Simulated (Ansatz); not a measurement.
Here is the system:

Hg:
```cif
data_Hg8
_chemical_formula_sum 'Hg8'
_space_group_name_H-M_alt 'Fd-3m :1'
_space_group_IT_number 227
_space_group_name_Hall 'F 4d 2 3 -1d'
_cell_length_a 7.66160
_cell_length_b 7.66160
_cell_length_c 7.66160
_cell_angle_alpha 90.000
_cell_angle_beta 90.000
_cell_angle_gamma 90.000
loop_
_atom_site_label
_atom_site_type_symbol
_atom_site_symmetry_multiplicity
_atom_site_Wyckoff_symbol
_atom_site_fract_x
_atom_site_fract_y
_atom_site_fract_z
_atom_site_occupancy
Hg1 Hg 8 b 0.50000 0.50000 0.50000 1
```
(The calculation used a cell of 2 atoms; values per cell refer to that cell.)

This is the PBE-relaxed structure.

All from PBE (plane waves, PAW; program Ansatz), unless another level is named. Estimate the electron effective mass.

0.41, 0.44, 1.1 mₑ (principal values).

Predict the gap with spin–orbit coupling.

0.29 eV.

And the HSE06 gap on the PBE cell?

0.42 eV.

A made-up cell: these elements were put on the sites of a structure type; neither database checked (COD, Materials Project) lists it. It is not the usual solid phase (space group No. 166). Symmetry was held in the PBE relaxation; phonons on a q-mesh show weakly imaginary modes. The substance is a gas or liquid at ambient conditions. Spin–orbit coupling is left out wherever it is not named.

Potentials: the later of the program's two PAW sets.
